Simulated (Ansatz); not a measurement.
Ge:
```
Ge
1.0
   -2.53497     2.53497     1.39201
    2.53497    -2.53497     1.39201
    2.53497     2.53497    -1.39201
Ge
2
Cartesian
  2.53497   0.00000   0.69600
  0.00000   0.00000   1.39201
```

This is the LDA-relaxed structure.

Problem. All from LDA (plane waves, PAW; program Ansatz), unless another level is named. Give the electronic character.

Solution. metallic (no gap).

Problem. Predict the density of states at the Fermi level.

Solution. 0.38 states/eV per atom (mean over ±0.08 eV).

Space group I4_1/amd (β-Sn type). This is a known high-pressure phase of the composition, computed here at zero pressure and temperature. The cell was relaxed with LDA under the symmetry of its start; of distortions, only those at the zone centre were tested. Scalar-relativistic: spin–orbit coupling is off unless named, which matters more the heavier the elements.

Potentials: the later of the program's two PAW sets.
